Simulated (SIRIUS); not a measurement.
A self-consistent single point of TiSi (Pnma, 8 atoms in the cell; from Materials Project mp-7092, changed as shown).

```yaml
crystal:
  lattice:
    - [6.77134, 0.00000, 0.00000]
    - [0.00000, 3.77624, 0.00000]
    - [0.00000, 0.00000, 5.19216]
  atoms:
    - { symbol: Ti, position: [0.67568, 0.25000, 0.37178] }
    - { symbol: Ti, position: [0.32432, 0.75000, 0.62822] }
    - { symbol: Ti, position: [0.82432, 0.75000, 0.87178] }
    - { symbol: Ti, position: [0.17568, 0.25000, 0.12822] }
    - { symbol: Si, position: [0.54393, 0.25000, 0.85540] }
    - { symbol: Si, position: [0.45607, 0.75000, 0.14460] }
    - { symbol: Si, position: [0.95607, 0.75000, 0.35540] }
    - { symbol: Si, position: [0.04393, 0.25000, 0.64460] }
```

Level of theory: LDA (PW92), GBRV LDA ultrasoft pseudopotentials (plane waves; SIRIUS).

SIRIUS settings:

```
key                                                                   value
--------------------------------------  -----------------------------------
parameters.ngridk                                                     4 8 6
parameters.xc_functionals                           [XC_LDA_X, XC_LDA_C_PW]
parameters.gk_cutoff                                           6.325 1/bohr
parameters.pw_cutoff                                          14.143 1/bohr
parameters.smearing                                             fermi_dirac
parameters.smearing_width                                     0.00367493 Ha
potentials                              GBRV LDA ultrasoft pseudopotentials
parameters.electronic_structure_method                      pseudopotential
parameters.num_bands                                                     38
parameters.num_mag_dims                                                   0
parameters.num_dft_iter                                                 100
parameters.energy_tol                                              1e-07 Ha
parameters.density_tol                                                1e-06
mixer.type                                                         broyden2
mixer.beta                                                              0.5
mixer.use_hartree                                                     false
```

Results:

```
Item                                                      Value
------------------------------------------------  -------------
Number of valence electrons                                  64
Number of bands                                              38
Number of k-points after the program's reduction             60
Number of plane waves (most at a k-point)                  3856
Number of SCF iterations                                     31
FFT grid                                           60 × 36 × 48
Free energy E − TS                                -7019.3972 eV
Fermi level (on the code's own zero)                   11.06 eV
Pressure                                             -18.72 GPa
Largest force (vector length)                        0.074 eV/Å
```

Forces (eV/Å):
```csv
atom,Fx,Fy,Fz
Ti1,0.057,0.000,-0.012
Ti2,-0.057,0.000,0.012
Ti3,-0.057,0.000,-0.012
Ti4,0.057,0.000,0.012
Si5,0.047,0.000,-0.057
Si6,-0.047,0.000,0.057
Si7,-0.047,0.000,-0.057
Si8,0.047,0.000,0.057
```

Stress (GPa, positive for compression):
```
-17.88    0.00    0.00
  0.00  -19.13    0.00
  0.00    0.00  -19.16
```

For comparison: a first run was changed to give this one (lattice scaled by 1.02), and from it to this one the free energy rises by 96.6 meV/atom, the pressure goes from -13.31 to -18.72 GPa and the largest force goes from 0.095 to 0.074 eV/Å.

The structure comes from a collection of computed structures, made at another level of theory; the collection holds predicted forms beside known ones. Its lattice was then scaled. No clean gap shows at this smearing width and mesh (spacing up to 0.23 Å⁻¹); the mesh is coarse for partly filled bands, so the values carry mesh errors.

Cost on one core: very roughly 4 core-minutes.
